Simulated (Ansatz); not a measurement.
One run on GdSi2 (P6/mmm): no U

Theory: DFT, LDA, all-electron LAPW, scalar-relativistic (Ansatz 0.2.0).

Command: `ansatz run input.yaml --threads 2 --pin off --max-ram 6144MiB --backend cpu --events-out ev --progress --plain --runs-dir out`

```yaml
crystal:
  lattice:
    - [4.0593057695, 0.0, 0.0]
    - [-2.0296528848, 3.5154619181, 0.0]
    - [0.0, 0.0, 4.07149625]
  atoms:
    - { symbol: Gd, position: [0.0, 0.0, 0.0], spin: 7.0 }
    - { symbol: Si, position: [0.6666666667, 0.3333333333, 0.5] }
    - { symbol: Si, position: [0.3333333333, 0.6666666667, 0.5] }
magnetization:
  spin_polarized: true
kpoints:
  mp_grid: { grid: [8, 8, 7] }
scf:
  occupations: { method: fermi_dirac, width: 0.05 }
hamiltonian:
  xc: lda
  pseudopotentials: { kind: all_electron, lapw: { basis_error: 0.001 } }
output:
  forces: true
  stress: true
  eigenvalues: true
  hubbard: { sites: [{ species: Gd, l: f }] }
  populations: true
```

Output:

```
Gd: projections on atomic orbitals take those of the free atom 1s2 2s2 2p6 3s2 3p6 3d10 4s2 4p6 4d10 4f7 5s2 5p6 5d1 6s2, of charge +0.00 (hamiltonian.pseudopotentials.projection_atoms)
Si: projections on atomic orbitals take those of the free atom 1s2 2s2 2p6 3s2 3p2, of charge +0.00 (hamiltonian.pseudopotentials.projection_atoms)
LAPW: plane waves up to 7.643 Å⁻¹, error target 1.0e-3 eV per atom; small_component_spin mean_spin; Si in spheres of 1.172 Å, 12 of its electrons in bands, Dirac shells []; Gd in spheres of 1.552 Å, 34 of its electrons in bands, Dirac shells [] (how accurate: hamiltonian.pseudopotentials.lapw.basis_error, Limitations)
Engine: ansatz 0.2.0
Pseudopotentials: kind: all_electron
Pseudopotential: Gd, LAPW, valence charge 34, lapw/all_electron/scalar/gaussian/Gd, Koelling and Harmon's equation, gaussian nucleus
Pseudopotential: Si, LAPW, valence charge 12, lapw/all_electron/scalar/gaussian/Si, Koelling and Harmon's equation, gaussian nucleus
Functional definition: SPW92
  exchange = slater_x
  correlation = pw_c
Crystal: 3 atoms, lattice volume = 58.102 Å³
Basis set: ecut = 222.557378606141 eV, 405 PW (Γ), exchange–correlation at level 2
Bands: 39, of which v1, the nominal top of the filled ones, is band 29 counted from 1 (28 counted from 0)
Symmetry: 24 space group operations
Space group: P6/mmm (ITA 191), of the structure as read, at distance tolerance 3.9e-5 Å
Magnetic group: BNS 191.233 (UNI 1463), of the structure as read, at distance tolerance 3.9e-5 Å
k-points: 40 of 448
Non-local potential: Gd, projectors of the file, none
Non-local potential: Si, projectors of the file, none
Initial density: superposition of atomic densities (chi_scale 0.1, normalization cell, long waves kept (reshape's long-wave potential 0.00 eV rms))
Starting moments: Σ|m| = 7 μB on 1 of 3 sites
Initial wavefunctions: plane waves of lowest kinetic energy (no species holds an atomic orbital)
Functional: x = slater, c = lda
iter 1 solved again at ethr=7.67e-4 eV; its pass at ethr=1.00e-1 eV (dr2=4.45e-1 eV) is discarded
SCF iter   1: F=—  HF=-322220.368669 eV  |F-HF|=—  |Δ(HF+E_count)|=         —  Δρ=1.05e-2 (↑9.56e-3 ↓1.05e-2)  dr2=4.46e-1  dr2_m=7.18e-4  M=6.946 μB ∫|m|=7.083 μB  β_m=0.30  ethr=7.67e-4  ⟨swp⟩=2.3  Hψ=19651  notcnv=0
Mixer restart at iter 1: flushing history
preconditioner: auto → Kerker (q_TF=auto, 2.727 Å⁻¹)  [metal: Δε(μ)=0.024 eV  Ē_g=11.384 eV  σ=0.050 eV  W_gap=0.12  n_scr=20 (ndim 8)  ℏωp=23.9 eV  f_vac=0.000  D(μ)=2.73/eV (n_scr^D=20)]
[...]
SCF iter   8: F=—  HF=-322220.383952 eV  |F-HF|=—  |Δ(HF+E_count)|=   2.72e-5  Δρ=2.12e-5 (↑1.82e-5 ↓2.12e-5)  dr2=9.17e-7  dr2_m=9.09e-8  M=6.641 μB ∫|m|=7.036 μB  β_m=0.93  ethr=4.50e-9  ⟨swp⟩=3.0  Hψ=9498  notcnv=0
SCF iter   9: F=—  HF=-322220.383954 eV  |F-HF|=—  |Δ(HF+E_count)|=   2.19e-6  Δρ=7.97e-6 (↑6.98e-6 ↓7.97e-6)  dr2=2.63e-7  dr2_m=2.39e-9  M=6.640 μB ∫|m|=7.036 μB  β_m=0.97  ethr=1.58e-9  ⟨swp⟩=2.5  Hψ=8859  notcnv=0
SCF iter  10: F=—  HF=-322220.383954 eV  |F-HF|=—  |Δ(HF+E_count)|=  3.49e-10  Δρ=2.71e-6 (↑2.71e-6 ↓2.56e-6)  dr2=1.60e-8  dr2_m=1.05e-9  M=6.639 μB ∫|m|=7.036 μB  β_m=0.98  ethr=4.53e-10  ⟨swp⟩=2.2  Hψ=8820  notcnv=0
SCF iter  11: F=-322220.383954 eV  HF=-322220.383954 eV  |F-HF|=3.78e-8  |Δ(HF+E_count)|=   3.56e-8  Δρ=1.83e-6 (↑1.57e-6 ↓1.83e-6)  dr2=5.83e-9  dr2_m=8.33e-10  M=6.640 μB ∫|m|=7.036 μB  ethr=2.76e-11  ⟨swp⟩=2.4  Hψ=8845  notcnv=0
[...]
  E_electrostatic = -663360.153970  (all electrons and nuclei)
  E_smearing   = -0.023730  (= −TS)
  E_closure    = 0.000000  (closes the sum)
  E_atoms      = -322192.179761  (free atoms, spherical and without spin; not in F)
  Σ components = -322220.383954   (vs F -322220.383954, Δ=0.00e0)
  Basis errors (estimates in eV, not in F): energy 4.0e-4 per atom: plane waves 3.6e-4 (1.9e-4 summed), levels above the bands 3.8e-38, relativity 6.6e-8, radial functions 4.6e-5, core shells 2.9e-7; eigenvalues (radial functions only) 6.1e-6; not estimated: angular momenta, meshes, grids; target (lapw.basis_error) 1.0e-3; muffin-tin radii Si 1.172 Å, Gd 1.552 Å
--- Forces (eV/Å), atoms counted from 1 ---
  atom   1  Gd     0.00000000     0.00000000     0.00000000
  atom   2  Si    -0.00000000     0.00000000     0.00000000
  atom   3  Si     0.00000000    -0.00000000     0.00000000
  max |Σ_I F_I| component: 6.94e-18 eV/Å
--- Stress (GPa, compression-positive) ---
       -4.166042       0.000000       0.000000
        0.000000      -4.166042       0.000000
        0.000000       0.000000      -6.086992
  P = ⅓ Tr σ = -4.8064 GPa (-48.064 kbar)
--- Band table (eV; the first three rows and the last of 80) ---
  k-point 0 ↑: bands = ["-256.4548", "-256.4548", "-256.4510", "-128.4471", "-128.4247", "-128.4247", "-128.3991", "-128.3991", "-119.4039", "-119.3974", "-76.2663", "-76.2663", "-76.2441", "-76.2441", "-76.2192", "-76.2152", "-30.6070", "-8.1341", "-8.0458", "-8.0458", "2.0622", "9.9077", "9.9103", "9.9669", "9.9669", "10.0179", "10.0179", "10.0512", "10.7692", "10.7692", "12.1036", "12.5165", "1 …
  k-point 1 ↑: bands = ["-256.4548", "-256.4548", "-256.4510", "-128.4471", "-128.4247", "-128.4247", "-128.3991", "-128.3991", "-119.4039", "-119.3974", "-76.2663", "-76.2663", "-76.2441", "-76.2441", "-76.2193", "-76.2152", "-30.6061", "-8.1725", "-8.0427", "-8.0427", "2.2319", "9.8497", "9.9174", "9.9704", "9.9704", "9.9775", "9.9775", "10.0513", "10.7921", "10.9457", "10.9457", "13.3219", "13. …
  k-point 2 ↑: bands = ["-256.4548", "-256.4548", "-256.4510", "-128.4471", "-128.4247", "-128.4247", "-128.3991", "-128.3991", "-119.4039", "-119.3974", "-76.2663", "-76.2663", "-76.2441", "-76.2441", "-76.2193", "-76.2152", "-30.6039", "-8.2568", "-8.0356", "-8.0356", "2.6551", "9.1522", "9.8998", "9.8998", "9.9386", "10.0043", "10.0043", "10.0515", "10.0544", "11.3686", "11.3686", "13.5806", "1 …
  k-point 39 ↓: bands = ["-250.7576", "-250.7558", "-250.7558", "-122.8399", "-122.8379", "-122.8379", "-122.8375", "-122.8375", "-119.4180", "-119.4171", "-76.2859", "-76.2748", "-76.2710", "-76.2598", "-76.2416", "-76.2410", "-27.7319", "-6.1972", "-6.1408", "-6.0655", "4.7243", "5.5963", "9.3531", "11.4881", "11.5168", "14.5994", "14.6815", "14.7705", "14.8084", "14.8602", "14.8785", "14.9035", …
--- Löwdin populations: 3 sites ---
  site symbol       q [e]    m [muB]
     0     Gd     63.7984     6.8776
     1     Si     14.0269    -0.1077
     2     Si     14.0269    -0.1077
  spilling = 0.001605 (of n_electrons = 92.000000)
--- Occupation matrices: 1 shell (Löwdin-built; ε = 2.00e-2, provisional) ---
  Gd0 f_4F: site group D6h (6/mmm)
  Gd0 f_4F up     Tr n = 6.9817  λ = 0.996 0.996 0.998 0.998 0.998 0.998 0.999  [7× z3 0.14 E1u(0.29)]
  Gd0 f_4F dn     Tr n = 0.2212  λ = 0.006 0.015 0.015 0.034 0.037 0.057 0.057  [5× z3 0.20 E1u(0.40) | 2× z(x2-y2) 0.50 E2u(1.00)]
  Tr n, λ and their labels are of the run-group-symmetrised matrices; stabiliser: 24 of 48 elements of G0×{1,Θ} (closed), max defect 3.9e-15 at τ = 4.2e-3
```

populations.tsv:

```
# site	symbol	l	j	q_up	q_dn
# orbitals = lowdin
# n_electrons = 92.000000
# spilling = 0.001605
# projection_atom_Gd: 1s2 2s2 2p6 3s2 3p6 3d10 4s2 4p6 4d10 4f7 5s2 5p6 5d1 6s2
# projection_atom_Si: 1s2 2s2 2p6 3s2 3p2
0	Gd	0_1S	-	1.000000	1.000000
0	Gd	0_2S	-	0.999990	0.999991
0	Gd	0_3S	-	0.999883	0.999885
0	Gd	0_4S	-	0.998710	0.998732
0	Gd	0_5S	-	0.978446	0.982180
0	Gd	0_6S	-	0.176383	0.170545
0	Gd	1_2P	-	3.000000	3.000000
0	Gd	1_3P	-	2.999993	2.999998
0	Gd	1_4P	-	2.999931	2.999934
0	Gd	1_5P	-	2.989854	2.983705
0	Gd	2_3D	-	4.999994	4.999999
0	Gd	2_4D	-	4.999959	4.999911
0	Gd	2_5D	-	1.213215	1.104264
0	Gd	3_4F	-	6.981671	0.221247
1	Si	0_1S	-	0.999888	0.999891
1	Si	0_2S	-	0.992394	0.992574
1	Si	0_3S	-	0.567065	0.596985
1	Si	1_2P	-	2.998323	2.998315
1	Si	1_3P	-	1.401940	1.479571
2	Si	0_1S	-	0.999888	0.999891
2	Si	0_2S	-	0.992394	0.992574
2	Si	0_3S	-	0.567065	0.596985
2	Si	1_2P	-	2.998323	2.998315
2	Si	1_3P	-	1.401940	1.479571
```

Site moments (μB): Gd1 6.83, Si2 -0.06, Si3 -0.06. Cell moment 6.64 μB.

The magnetic group in the log treats spin as a scalar label, without spin–orbit coupling.

Spin–orbit coupling is left out although heavy atoms are present. With open f shells a run can end in a state that isn't the lowest. The magnetic state is the one that this cell and start allow. It needn't be the compound's measured order, which may need a larger cell or be absent.

It took 26 s on 2 threads of Arm Neoverse V1, on a shared host, peak memory 0.49 GiB.
